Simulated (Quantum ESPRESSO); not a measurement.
Electric field gradients in BaZrO3 (changed cell)

```
CELL_PARAMETERS angstrom
      4.19133     0.00000     0.00000
      0.00000     4.19133     0.00000
      0.00000     0.00000     4.25451
ATOMIC_POSITIONS crystal
  Ba 0.00000 0.00000 0.00000
  Zr 0.50000 0.50000 0.50000
  O  0.50000 0.00000 0.50000
  O  0.00000 0.50000 0.50000
  O  0.50000 0.50000 0.00000
```
The cell was made here from a computed Materials Project entry: strained by +1 % along the cube axis and by -0.5 % across it, atoms relaxed (PBE without dispersion, pw.x of a modified build of Quantum ESPRESSO, symmetry kept). The parent is BaZrO3 in Pm-3m. Stability against distortions was not tested. The run has no spin polarisation.

Computed: field gradients by the PAW reconstruction of the field gradient on a scalar-relativistic PBE ground state (Quantum ESPRESSO, JTH datasets), 22.5 Ha, k-mesh 5×5×5 through Γ.

```tsv
site	site symmetry	Vzz (10²¹ V/m²)	η_Q	∣C_Q∣ (MHz)
Ba (atom 1)	4/mmm	0.28	0.00	1.67 (¹³⁷Ba)
Zr (atom 2)	4/mmm	2.89	0.00	12.3 (⁹¹Zr)
O1 (atoms 3, 4)	mmm	-1.50	0.29	0.93 (¹⁷O)
O2 (atom 5)	4/mmm	-0.78	0.00	0.48 (¹⁷O)
```

Quadrupole moments taken as inputs (sizes, barn, from the tables of PySCF and pymatgen): ¹³⁷Ba 0.245, ⁹¹Zr 0.176, ¹⁷O 0.0256.

Principal values are ordered |Vxx| ≤ |Vyy| ≤ |Vzz|, η = (Vxx − Vyy)/Vzz, and C_Q = eQVzz/h is given by its size. Cores are frozen. Against all-electron runs on small test molecules, this scheme's |Vzz| missed by −2 to +6 % on O. Ba, Zr had no test against all-electron runs. Spin–orbit coupling is left out, a limit on Ba.
